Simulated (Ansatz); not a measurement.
HfO$_{2}$ (fluorite)

```
HfO2
1.0
    0.00000     2.52190     2.52190
    2.52190     0.00000     2.52190
    2.52190     2.52190     0.00000
Hf O
1 2
Direct
  0.00000   0.00000   0.00000
  0.25000   0.25000   0.25000
  0.75000   0.75000   0.75000
```

This relaxed cell (volume V₀) is scaled evenly in all directions, its shape held. Symmetry pins the atoms to their sites.

These are PBEsol (plane waves to 420 eV, PAW, scalar-relativistic; Ansatz, a program for electronic structure) values and carry that method's errors. k mesh 12×12×12 (Γ-centred), Fermi-Dirac smearing 0.05 eV. Compression counts positive. HfO2 is run without spin polarisation. HfO2 was relaxed with its symmetry unable to fall. Spin-orbit coupling is left out, though Hf is heavy. This is a high-temperature form of HfO2.

At one point of the scan the stress tensor (GPa) is:

```
    9.2      0.0      0.0
    0.0      9.2      0.0
    0.0      0.0      9.2
```

Task: Which point is it?
A. V/V₀ = 0.840
B. V/V₀ = 0.872
C. V/V₀ = 0.968
D. V/V₀ = 0.936

Result: C, V/V₀ = 0.968

(A scan under strain: stresses follow from slopes of the energy per volume, elastic moduli from its curvatures.)
